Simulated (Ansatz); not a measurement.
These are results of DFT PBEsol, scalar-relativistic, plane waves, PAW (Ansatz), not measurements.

Structure of Rb₂Ni₃S₄:

```yaml
crystal:
  lattice:
    - [0.00000, 4.92639, 6.80468]
    - [2.90479, 0.00000, 6.80468]
    - [2.90479, 4.92639, 0.00000]
  atoms:
    - { symbol: Rb, position: [0.65905, 0.65905, 0.34095] }
    - { symbol: Rb, position: [0.34095, 0.34095, 0.65905] }
    - { symbol: Ni, position: [0.00000, 0.00000, 0.00000] }
    - { symbol: Ni, position: [0.00000, 0.00000, 0.50000] }
    - { symbol: Ni, position: [0.50000, 0.50000, 0.00000] }
    - { symbol: S, position: [0.06333, 0.72793, 0.27207] }
    - { symbol: S, position: [0.27207, 0.93667, 0.06333] }
    - { symbol: S, position: [0.72793, 0.06333, 0.93667] }
    - { symbol: S, position: [0.93667, 0.27207, 0.72793] }
```

Plane waves to 420 eV, a k mesh through Γ of 6×6×6 on the computed 9-atom cell and Gaussian smearing (0.02 eV); no spin polarisation.

Levels along Γ–Y–T–Z–Γ–Σ0 | U0–T | Y–C0 | A0–Z, in eV from a zero inside the gap, sorted by energy at each point. Points in fractions of the primitive reciprocal vectors: Γ (0.000 0.000 0.000), Y (0.500 0.000 0.500), T (1.000 0.500 0.500), Z (0.500 0.500 0.000), Σ0 (0.000 0.382 0.382), U0 (1.000 0.618 0.618), C0 (0.500 0.209 0.709), A0 (0.500 0.791 0.291).
```tsv
point	k (1/Å, with 2π)	band 45	band 46	band 47	band 48	band 49	band 50	band 51
Γ	0.000	-1.46	-0.82	-0.56	-0.55	0.96	0.97	1.83
-	0.319	-1.35	-0.78	-0.61	-0.56	0.70	0.88	1.51
Y	0.638	-1.30	-0.73	-0.62	-0.55	0.76	0.93	1.04
-	0.869	-1.25	-0.73	-0.57	-0.56	0.79	0.79	0.83
T	1.099	-1.20	-0.74	-0.59	-0.49	0.58	0.69	0.90
-	1.418	-1.41	-0.78	-0.61	-0.55	0.50	0.95	1.48
Z	1.737	-1.46	-0.82	-0.62	-0.53	0.99	0.99	2.03
-	1.968	-1.46	-0.82	-0.59	-0.54	0.98	0.98	1.91
Γ	2.199	-1.46	-0.82	-0.56	-0.55	0.96	0.97	1.83
-	2.612	-1.32	-0.71	-0.61	-0.57	0.61	0.81	1.07
Σ0	3.026	-1.21	-0.77	-0.62	-0.40	0.59	0.79	0.92
U0	3.026	-1.21	-0.77	-0.62	-0.40	0.59	0.79	0.92
-	3.153	-1.21	-0.75	-0.60	-0.46	0.58	0.72	0.91
T	3.280	-1.20	-0.74	-0.59	-0.49	0.58	0.69	0.90
Y	3.280	-1.30	-0.73	-0.62	-0.55	0.76	0.93	1.04
-	3.506	-1.29	-0.75	-0.69	-0.43	0.83	0.86	1.10
C0	3.732	-1.32	-0.72	-0.71	-0.45	0.49	0.92	1.32
A0	3.732	-1.32	-0.72	-0.71	-0.45	0.49	0.92	1.32
-	4.047	-1.46	-0.76	-0.65	-0.59	0.47	0.92	1.78
Z	4.362	-1.46	-0.82	-0.62	-0.53	0.99	0.99	2.03
```

A ferromagnetic start lost its moments in a first run, so spin was left out; other magnetic orders weren't tried.